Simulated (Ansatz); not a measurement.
TiZnO₃:
```
CELL_PARAMETERS angstrom
      2.53030     1.46087     4.60779
     -2.53030     1.46087     4.60779
      0.00000    -2.92174     4.60779
ATOMIC_POSITIONS crystal
  Ti 0.85402 0.85402 0.85402
  Ti 0.14598 0.14598 0.14598
  Zn 0.63935 0.63935 0.63935
  Zn 0.36065 0.36065 0.36065
  O  0.22552 0.56246 0.94949
  O  0.77448 0.43754 0.05051
  O  0.56246 0.94949 0.22552
  O  0.43754 0.05051 0.77448
  O  0.94949 0.22552 0.56246
  O  0.05051 0.77448 0.43754
```

Tensor components refer to the Cartesian frame of this cell.

### Question
Give the high-frequency dielectric tensor and the Born effective charge tensors of the independent atoms from DFPT, plane-wave PAW PBEsol (Ansatz code).

### Answer

ε∞:
```
6.28  0.00  0.00
0.00  6.28  0.00
0.00  0.00  5.15
```
Z* of atom 1 (Ti), rows: field, columns: displacement, in e:
```
 5.85  -0.05   0.00
 0.05   5.85   0.00
 0.00   0.00   3.46
```
Z* of atom 3 (Zn), rows: field, columns: displacement, in e:
```
 2.53  -0.03   0.00
 0.03   2.53   0.00
 0.00   0.00   2.87
```
Z* of atom 5 (O), rows: field, columns: displacement, in e:
```
-3.52   0.60  -0.66
 0.55  -2.06  -0.39
-0.60  -0.37  -2.11
```

Static charges for comparison (Bader): Ti1 +2.20, Zn3 +1.33, O5 -1.18 e. Born charges measure polarisation by displacement and can exceed these by far.

Space group R-3. The first step of the workflow began from a Materials Project structure, measured or hypothetical; the Crystallography Open Database copy checked does not list it. Its standing as an ambient phase is unchecked. The cell was relaxed with PBEsol under the symmetry of its start; whether a distortion lowers the energy is not shown. No spin polarisation was allowed.

Potentials: the later of the program's two PAW sets.
